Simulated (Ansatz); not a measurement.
Kick test of a cell of CsRu4

The cell was found from a structure generator's guess, not taken from experiment.

Computed with Ansatz, DFT PBE, scalar-relativistic, plane waves, PAW. Plane waves to 420 eV, a k mesh through Γ of 8×8×4 on the computed 5-atom cell and Gaussian smearing (0.10 eV); no spin polarisation.

The cell below (5 atoms, space group P6/mmm (No. 191)) is relaxed within its symmetry.

```xyz
5
Lattice="2.0963 -3.6284 0.0000 2.0963 3.6284 0.0000 0.0000 0.0000 8.6992" Properties=species:S:1:pos:R:3 pbc="T T T"
Cs    0.0000    0.0000    0.0000
Ru    2.0963   -1.2097    5.4961
Ru    2.0963    1.2097    3.2031
Ru    2.0963    1.2097    5.4961
Ru    2.0963   -1.2097    3.2031
```

For the test it was strained at random (σ = 1.5 % a component), the atoms were moved at random (σ = 0.05 Å), and all was relaxed again on a coarse 6×6×4 mesh (in the run’s order of axes) with 0.20 eV smearing, with no symmetry imposed.

Q: Is the structure stable against such a distortion?

A: It doesn't return. The energy falls by 32 meV/atom on that mesh, the volume changes by -2.6 %, and the end has space group C2/m (No. 12) at a loose tolerance. Relaxed again on an 8×8×4 mesh with 0.10 eV smearing, the new structure lies 17 meV/atom below the first (mesh in the axes of the run's cell; the cell below is made exact in the group named). Space group P-3m1 (No. 164), trigonal, a = 4.119 Å, c = 8.818 Å. Cs has 6 Ru at 3.89 Å, 6 Cs at 4.12 Å and 6 Ru at 4.13 Å; Ru on its first site is surrounded by 4 Ru at 2.37–2.40 Å, 3 Ru at 3.57 Å and 3 Cs at 3.89 Å; Ru on its second site is surrounded by 4 Ru at 2.37–2.40 Å, 3 Ru at 3.15 Å, 6 Ru at 4.12 Å and 3 Cs at 4.13 Å.

```yaml
crystal:
  lattice:
    - [4.11923, 0.00000, 0.00000]
    - [-2.05961, 3.56736, 0.00000]
    - [0.00000, 0.00000, 8.81828]
  atoms:
    - { symbol: Cs, position: [0.00000, 0.00000, 0.00000] }
    - { symbol: Ru, position: [0.66667, 0.33333, 0.65098] }
    - { symbol: Ru, position: [0.33333, 0.66667, 0.34902] }
    - { symbol: Ru, position: [0.33333, 0.66667, 0.61735] }
    - { symbol: Ru, position: [0.66667, 0.33333, 0.38265] }
```
